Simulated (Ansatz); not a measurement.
Geometry optimisation in Ansatz: input, command and trajectory.

```yaml
crystal:
  lattice:
    - [6.736456524, 0.1689990619, -0.0906538126]
    - [0.1689990619, 6.3196981018, -0.0008416337]
    - [-0.0922596983, -0.0008565428, 6.0158731128]
  atoms:
    - { symbol: Li, position: [0.9628695406, 0.9835388873, 0.9983561969] }
    - { symbol: Li, position: [0.4747623529, 0.4588833421, 0.5054493217] }
    - { symbol: Li, position: [0.2828166037, 0.781068026, 0.2428325645] }
    - { symbol: Li, position: [0.7163644238, 0.7181320172, 0.75786788] }
    - { symbol: Li, position: [0.7806703377, 0.287962035, 0.2511828555] }
    - { symbol: Li, position: [0.2186038774, 0.219706231, 0.7547835197] }
    - { symbol: Ag, position: [0.2871156273, 0.7724604447, 0.7493647076] }
    - { symbol: Ag, position: [0.714779944, 0.7099093392, 0.2336493134] }
    - { symbol: Ge, position: [0.8140966833, 0.3146644235, 0.7101094552] }
    - { symbol: Ge, position: [0.2063523765, 0.2215231675, 0.2991968576] }
    - { symbol: Ge, position: [0.5117569534, 0.0256430832, 0.0105778097] }
    - { symbol: Ge, position: [0.5339266341, 0.0158653763, 0.5004268972] }
    - { symbol: Ge, position: [0.0352748996, 0.5611899053, 0.4864666676] }
    - { symbol: Ag, position: [0.0398380993, 0.5126435698, 0.0110908815] }
    - { symbol: Ge, position: [0.4836928567, 0.4530014951, 0.994454653] }
    - { symbol: Ag, position: [0.9589079273, 0.9698063907, 0.5068981116] }
  symmetry: { detect: false }
basis:
  ecutwfc: 420
kpoints:
  mp_grid: { grid: [3, 3, 4] }
hamiltonian:
  xc: pbesol
scf:
  occupations: { method: gaussian, width: 0.1 }
  lower_state_search: "off"
output:
  forces: true
  stress: true
  eigenvalues: true
relax:
  adjacent_minimum: "off"
  f_tol: 0.04
  max_steps: 25
  cell: { stress_tol: 0.3 }
```

```bash
ansatz run input.yaml --threads 4 --pin off --max-ram 9216MiB --backend cpu --events-out ev --progress --plain --runs-dir out
```

Computed with DFT PBEsol, scalar-relativistic, plane waves, PAW in Ansatz 0.2.0.

Of 10 frames 10 are shown, positions in Å and forces in eV/Å; the SCF threshold varies from step to step. Steps run on the plane waves of an earlier cell, with a Pulay correction in the pressure. The basis is chosen afresh for the last frame, the zero of the energies, and can be on the way; energy and pressure step there, also at an unchanged geometry. The mark taken_back stands on steps that the optimiser undid.

```xyz
16
Lattice="6.7365 0.1690 -0.0907 0.1690 6.3197 -0.0008 -0.0923 -0.0009 6.0159" Properties=species:S:1:pos:R:3:forces:R:3 pbc="T T T" step=1 free_energy_over_end_meV_per_atom=9.17 pressure_GPa=0.14
Li    6.5604    6.3775    5.9179    0.0130    0.0190   -0.0270
Li    3.2291    2.9798    2.9973   -0.0350   -0.0290   -0.0200
Li    2.0148    4.9837    1.4346   -0.0490   -0.0220    0.0190
Li    4.8772    4.6588    4.4937    0.0370   -0.0160   -0.0040
Li    5.2844    1.9516    1.4401    0.0200   -0.0690   -0.0280
Li    1.4401    1.4248    4.5207    0.0220   -0.0240   -0.0490
Ag    1.9956    4.9296    4.4814   -0.0960   -0.0080    0.1160
Ag    4.9135    4.6070    1.3402   -0.0600    0.1180    0.0940
Ge    5.4718    2.1256    4.1979   -0.0470   -0.3190    0.1780
Ge    1.3999    1.4346    1.7810    0.0170   -0.1080   -0.2780
Ge    3.4508    0.2485    0.0172    0.0530    0.3210   -0.1310
Ge    3.5533    0.1901    2.9621    0.0420    0.1360    0.0110
Ge    0.2876    3.5521    2.9229   -0.0590    0.0120    0.1430
Ag    0.3540    3.2465    0.0627    0.1360    0.1150    0.0060
Ge    3.2432    2.9437    5.9383   -0.0660   -0.1330   -0.0380
Ag    6.5768    6.2905    2.9617    0.0730    0.0060    0.0100
16
Lattice="6.7251 0.1262 -0.1135 0.1292 6.2945 -0.0013 -0.1126 -0.0002 6.0056" Properties=species:S:1:pos:R:3:forces:R:3 pbc="T T T" step=2 free_energy_over_end_meV_per_atom=3.70 pressure_GPa=0.30
Li    6.5088    6.3014    5.8670   -0.0060   -0.0290    0.0210
Li    3.1769    2.9331    2.9822    0.0210    0.0250   -0.0400
Li    1.9661    4.9617    1.4424    0.0280    0.0130    0.0210
Li    4.8369    4.5814    4.4620   -0.0090   -0.0040    0.0000
Li    5.2708    1.8962    1.4126    0.0190    0.0160   -0.0040
Li    1.4202    1.4191    4.4623   -0.0230   -0.0230   -0.0190
Ag    1.9292    4.9147    4.4990    0.0750    0.0180   -0.0020
Ag    4.8525    4.6037    1.3431   -0.0370   -0.0050    0.0240
Ge    5.4191    1.9824    4.2535   -0.1400   -0.0940   -0.0060
Ge    1.3781    1.4002    1.6868    0.0390    0.0250   -0.0190
Ge    3.4799    0.3028   -0.0378    0.0190   -0.0220   -0.1130
Ge    3.5421    0.2164    2.9487   -0.0180   -0.0160    0.0630
Ge    0.2232    3.4876    2.9633   -0.0080    0.0240   -0.0100
Ag    0.3502    3.2746    0.0647   -0.0210    0.0490    0.0470
Ge    3.1808    2.9266    5.9140   -0.0090    0.0360    0.0720
Ag    6.5446    6.2025    2.9362    0.0700   -0.0110   -0.0360
16
Lattice="6.8121 0.0856 -0.1106 0.0953 6.2062 -0.0175 -0.1101 -0.0152 6.0601" Properties=species:S:1:pos:R:3:forces:R:3 pbc="T T T" step=3 free_energy_over_end_meV_per_atom=6.28 pressure_GPa=-0.06 taken_back
Li    6.5948    6.0775    6.0232   -0.0220    0.1160   -0.1620
Li    3.2736    2.8640    2.9612   -0.0510    0.0190    0.0950
Li    2.0108    4.9219    1.4769    0.0100   -0.0200   -0.0580
Li    4.9311    4.4167    4.5578   -0.0500    0.0150   -0.1260
Li    5.3662    1.8895    1.3816   -0.1170   -0.1590    0.0200
Li    1.3313    1.4221    4.5166    0.1440   -0.0320   -0.0420
Ag    1.9676    4.7940    4.4877   -0.1530   -0.0890    0.0640
Ag    4.7732    4.5738    1.3756    0.2900    0.0060   -0.0560
Ge    5.4067    1.7650    4.3419    0.0440    0.0180   -0.0810
Ge    1.4587    1.4235    1.6428   -0.0610    0.1170    0.1440
Ge    3.6012    0.2916   -0.2226   -0.0470   -0.0190    0.0610
Ge    3.5911    0.1815    3.0372   -0.0330    0.0420    0.0830
Ge    0.1426    3.4064    2.9854    0.1100   -0.0020   -0.0810
Ag    0.2790    3.2901    0.0616    0.0020    0.0070    0.0260
Ge    3.0965    2.8744    6.0625    0.0520   -0.0250   -0.0490
Ag    6.7022    6.0603    2.8408   -0.1170    0.0040    0.1610
16
Lattice="6.7639 0.1165 -0.1115 0.1214 6.2700 -0.0190 -0.1105 -0.0170 6.0372" Properties=species:S:1:pos:R:3:forces:R:3 pbc="T T T" step=4 free_energy_over_end_meV_per_atom=1.54 pressure_GPa=-0.19
Li    6.5504    6.2339    5.8991    0.0030   -0.0200   -0.0050
Li    3.2149    2.9215    2.9766   -0.0020    0.0040   -0.0040
Li    2.0004    4.9609    1.4481    0.0070    0.0160   -0.0150
Li    4.8700    4.5095    4.4747    0.0320    0.0000   -0.0010
Li    5.3026    1.8766    1.4079   -0.0100   -0.0190    0.0160
Li    1.3999    1.4137    4.4806    0.0030    0.0130    0.0000
Ag    1.9442    4.8568    4.5118   -0.0200   -0.0250    0.0140
Ag    4.8514    4.6119    1.3509    0.0030    0.0190    0.0020
Ge    5.4015    1.8847    4.2848   -0.0160    0.0240   -0.0240
Ge    1.4114    1.4224    1.6764   -0.0020    0.0300    0.0130
Ge    3.5363    0.2990   -0.1306    0.0160   -0.0220   -0.0850
Ge    3.5537    0.2035    3.0166    0.0170   -0.0110    0.0680
Ge    0.2017    3.4551    2.9689    0.0060   -0.0130    0.0030
Ag    0.3177    3.2882    0.0651   -0.0370    0.0120   -0.0060
Ge    3.1616    2.9042    5.9921   -0.0140    0.0060    0.0200
Ag    6.6272    6.1537    2.9045    0.0150   -0.0130    0.0030
16
Lattice="6.7705 0.1127 -0.1134 0.1186 6.2458 -0.0249 -0.1122 -0.0225 6.0361" Properties=species:S:1:pos:R:3:forces:R:3 pbc="T T T" step=5 free_energy_over_end_meV_per_atom=0.94 pressure_GPa=0.11
Li    6.5613    6.1872    5.8933   -0.0010    0.0280   -0.0040
Li    3.2239    2.9158    2.9694   -0.0070   -0.0010    0.0000
Li    2.0170    4.9669    1.4365    0.0150    0.0230   -0.0170
Li    4.8990    4.4660    4.4723    0.0060   -0.0170   -0.0150
Li    5.2965    1.8507    1.4072   -0.0390   -0.0360    0.0110
Li    1.3837    1.4202    4.4804    0.0120    0.0120    0.0180
Ag    1.9340    4.8073    4.5141   -0.0600   -0.0620    0.0220
Ag    4.8357    4.6194    1.3527    0.0090    0.0340   -0.0240
Ge    5.3857    1.8452    4.2766    0.0790    0.0420   -0.0230
Ge    1.4220    1.4406    1.6705    0.0040    0.0120    0.0340
Ge    3.5749    0.2933   -0.2235   -0.0310   -0.0090    0.0640
Ge    3.5578    0.1955    3.0749    0.0000   -0.0090   -0.0600
Ge    0.1903    3.4257    2.9600    0.0460    0.0340   -0.0420
Ag    0.2828    3.2897    0.0678   -0.0200   -0.0240    0.0090
Ge    3.1379    2.8881    6.0212    0.0000   -0.0300    0.0180
Ag    6.6595    6.1167    2.8826   -0.0140    0.0010    0.0100
16
Lattice="6.8050 0.1242 -0.1745 0.1311 6.2010 -0.0472 -0.1660 -0.0424 6.0885" Properties=species:S:1:pos:R:3:forces:R:3 pbc="T T T" step=6 free_energy_over_end_meV_per_atom=1.44 pressure_GPa=0.01 taken_back
Li    6.5567    6.1754    5.8377    0.0180    0.0130    0.0380
Li    3.2614    2.9180    2.9437   -0.0810    0.0210    0.0270
Li    2.0552    4.9622    1.3632   -0.0660   -0.0480    0.0220
Li    4.9312    4.4359    4.4328   -0.0120    0.0170    0.0230
Li    5.2498    1.7795    1.4008    0.0370   -0.0180   -0.0040
Li    1.3753    1.4502    4.5259   -0.0160    0.0080   -0.0180
Ag    1.8305    4.6546    4.5859    0.0830   -0.0020   -0.0110
Ag    4.8454    4.6433    1.2885    0.0110    0.0470   -0.0070
Ge    5.4337    1.8712    4.1998   -0.0220   -0.0420   -0.0370
Ge    1.4295    1.4194    1.7077    0.0340   -0.0050   -0.0480
Ge    3.5793    0.2820   -0.3083   -0.0180   -0.0500   -0.0080
Ge    3.5203    0.1752    3.1000    0.0920    0.0050    0.0720
Ge    0.1637    3.3988    2.8818    0.0600    0.0420    0.1370
Ag    0.2331    3.2302    0.1202   -0.0320   -0.0290   -0.0520
Ge    3.1197    2.8226    6.0770   -0.0180    0.0500   -0.1050
Ag    6.7232    6.0834    2.8508   -0.0710   -0.0070   -0.0300
16
Lattice="6.7708 0.1172 -0.1376 0.1228 6.2422 -0.0316 -0.1333 -0.0284 6.0649" Properties=species:S:1:pos:R:3:forces:R:3 pbc="T T T" step=7 free_energy_over_end_meV_per_atom=0.18 pressure_GPa=-0.06
Li    6.5469    6.2134    5.8828    0.0050    0.0010    0.0000
Li    3.2213    2.9277    2.9690   -0.0120    0.0000   -0.0020
Li    2.0202    4.9725    1.4090   -0.0150   -0.0100    0.0050
Li    4.9023    4.4698    4.4646   -0.0050   -0.0020    0.0050
Li    5.2601    1.8195    1.4133   -0.0010    0.0050   -0.0010
Li    1.3841    1.4384    4.5040   -0.0020   -0.0050   -0.0080
Ag    1.8835    4.7493    4.5581    0.0030    0.0090    0.0030
Ag    4.8326    4.6440    1.3234    0.0080    0.0040    0.0020
Ge    5.4069    1.8755    4.2331    0.0040    0.0120    0.0000
Ge    1.4273    1.4306    1.6893    0.0030    0.0160    0.0100
Ge    3.5522    0.2804   -0.2397   -0.0050    0.0110   -0.0610
Ge    3.5474    0.1852    3.0881    0.0040    0.0100    0.0600
Ge    0.1919    3.4356    2.9331    0.0170   -0.0340   -0.0170
Ag    0.2540    3.2574    0.0909   -0.0090   -0.0100    0.0180
Ge    3.1326    2.8673    6.0400    0.0230   -0.0080   -0.0020
Ag    6.6660    6.1205    2.8804   -0.0180    0.0010   -0.0110
16
Lattice="6.7550 0.1093 -0.1202 0.1152 6.2297 -0.0402 -0.1169 -0.0369 6.0965" Properties=species:S:1:pos:R:3:forces:R:3 pbc="T T T" step=8 free_energy_over_end_meV_per_atom=0.17 pressure_GPa=-0.05
Li    6.5609    6.2161    5.9324    0.0080   -0.0270   -0.0270
Li    3.2191    2.9262    2.9930    0.0080    0.0170   -0.0090
Li    2.0154    4.9539    1.4133   -0.0160   -0.0070   -0.0040
Li    4.9207    4.4625    4.5156    0.0150   -0.0170   -0.0100
Li    5.2217    1.7850    1.4375   -0.0100    0.0080    0.0190
Li    1.3916    1.4456    4.4958    0.0040   -0.0080    0.0330
Ag    1.8546    4.7113    4.5923   -0.0160   -0.0150    0.0090
Ag    4.8110    4.6547    1.3276    0.0120   -0.0160    0.0100
Ge    5.4135    1.8787    4.2525    0.0390   -0.0030    0.0110
Ge    1.4461    1.4099    1.7030    0.0210    0.0160    0.0050
Ge    3.5276    0.2764   -0.2506   -0.0460   -0.0070    0.0150
Ge    3.5506    0.1690    3.1559    0.0120   -0.0080   -0.0620
Ge    0.1965    3.4136    2.9142   -0.0130    0.0120    0.0230
Ag    0.2377    3.2076    0.1175   -0.0090    0.0500   -0.0310
Ge    3.1562    2.8554    6.0620    0.0000   -0.0020    0.0090
Ag    6.6502    6.0899    2.9012   -0.0100    0.0070    0.0100
16
Lattice="6.7560 0.1081 -0.1339 0.1141 6.2296 -0.0372 -0.1293 -0.0336 6.0908" Properties=species:S:1:pos:R:3:forces:R:3 pbc="T T T" step=9 free_energy_over_end_meV_per_atom=0.00 pressure_GPa=0.00
Li    6.5442    6.2020    5.9056   -0.0010    0.0030    0.0010
Li    3.2173    2.9303    2.9822   -0.0020    0.0000    0.0000
Li    2.0057    4.9570    1.4086   -0.0040   -0.0030    0.0010
Li    4.9051    4.4551    4.4917    0.0020    0.0010    0.0020
Li    5.2251    1.7905    1.4300    0.0020   -0.0050   -0.0010
Li    1.3828    1.4425    4.5103    0.0030    0.0040    0.0020
Ag    1.8511    4.7105    4.5861   -0.0030   -0.0020    0.0040
Ag    4.8101    4.6491    1.3217    0.0000    0.0010   -0.0030
Ge    5.4101    1.8734    4.2417   -0.0030    0.0030    0.0040
Ge    1.4399    1.4230    1.7020    0.0030   -0.0080   -0.0070
Ge    3.5278    0.2720   -0.2621    0.0040   -0.0090    0.0160
Ge    3.5445    0.1728    3.1313    0.0090    0.0010   -0.0130
Ge    0.1895    3.4185    2.9214   -0.0030    0.0060    0.0030
Ag    0.2330    3.2289    0.1114   -0.0050    0.0010   -0.0030
Ge    3.1402    2.8518    6.0603    0.0010    0.0080   -0.0050
Ag    6.6465    6.0944    2.8899   -0.0040    0.0000   -0.0010
16
Lattice="6.7560 0.1081 -0.1339 0.1141 6.2296 -0.0372 -0.1293 -0.0336 6.0908" Properties=species:S:1:pos:R:3:forces:R:3 pbc="T T T" step=10 free_energy_over_end_meV_per_atom=0.00 pressure_GPa=0.00
Li    6.5442    6.2020    5.9056   -0.0010    0.0030    0.0010
Li    3.2173    2.9303    2.9822   -0.0020    0.0000    0.0000
Li    2.0057    4.9570    1.4086   -0.0040   -0.0030    0.0010
Li    4.9051    4.4551    4.4917    0.0020    0.0010    0.0020
Li    5.2251    1.7905    1.4300    0.0020   -0.0050   -0.0010
Li    1.3828    1.4425    4.5103    0.0030    0.0040    0.0020
Ag    1.8511    4.7105    4.5861   -0.0030   -0.0020    0.0040
Ag    4.8101    4.6491    1.3217    0.0000    0.0010   -0.0030
Ge    5.4101    1.8734    4.2417   -0.0030    0.0030    0.0040
Ge    1.4399    1.4230    1.7020    0.0030   -0.0080   -0.0070
Ge    3.5278    0.2720   -0.2621    0.0040   -0.0090    0.0160
Ge    3.5445    0.1728    3.1313    0.0090    0.0010   -0.0130
Ge    0.1895    3.4185    2.9214   -0.0030    0.0060    0.0030
Ag    0.2330    3.2289    0.1114   -0.0050    0.0010   -0.0030
Ge    3.1402    2.8518    6.0603    0.0010    0.0080   -0.0050
Ag    6.6465    6.0944    2.8899   -0.0040    0.0000   -0.0010
```

It took 4.5 min on 4 threads of Intel(R) Xeon(R) Processor @ 2.50GHz (Skylake/Cascade Lake), on a shared host, peak memory 1.1 GiB.

The k mesh is coarse.